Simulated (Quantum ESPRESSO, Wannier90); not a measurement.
# GaSe (R3m), plane waves to Wannier functions

```
begin unit_cell_cart
ang
   -1.8870900523    3.2685358490    0.0000000000
   -3.7741801046    0.0000000000    0.0000000000
   -1.8870900523    1.0895119497    8.7047000000
end unit_cell_cart
begin atoms_frac
Ga  -0.0468100000 -0.0468100000  0.1404300000
Ga   0.0464630000  0.0464630000 -0.1393890000
Se   0.2423330000  0.2423330000  0.2730010000
Se   0.4240270000  0.4240270000 -0.2720810000
end atoms_frac
```

Materials Project entry mp-11342; symmetrised, unrelaxed at this level. Not found in the COD (Crystallography Open Database) copy used, which has the formula in other groups; not checked further. Method: LDA plane waves in Quantum ESPRESSO 7.5 (PseudoDojo norm-conserving files, 69 Ry, no spin polarisation, no spin-orbit coupling), Bloch states on a 8×8×8 mesh through Γ, Wannier90 4.0.1. Density: 10×10×10 mesh, cold smearing 0.01 Ry. The cell is built of weakly bound layers, chains or molecules, whose nearest atoms lie 4.52 Å apart. Database cells relaxed without dispersion often hold them too far apart, which can enlarge gaps and weakens couplings between them; spacing and stacking were not compared with the measured crystal. Spin-orbit coupling, left out, would split the p-like bands by a few tenths of an eV.

Bands 11-20 form an isolated set from -14.99 to -14.46 eV relative to the valence-band maximum (on the path) and are turned into 10 Wannier functions by minimising the spread from the start: atomic waves Ga 3d.

Question: Where do the functions sit, how wide are they and what are they made of?

Answer: 
```tsv
functions	spread (Å²)	nearest atom, distance (Å)	second atom, distance (Å)	weight on atomic waves
2	0.39	Ga 0.01	Ga 2.43	Ga 3d 99 %
4	0.47	Ga 0.04	Se 2.44	Ga 3d 97 %
4	0.45	Ga 0.04	Se 2.44	Ga 3d 98 %
```

Ω_I = 4.39 Å², Ω_total = 4.46 Å²; the interpolated bands follow pw.x to 0.1 meV rms on the path. Only this start was tried; a symmetric start can stop on a saddle, and mixtures of these functions could lower the total by at most Ω_total − Ω_I.
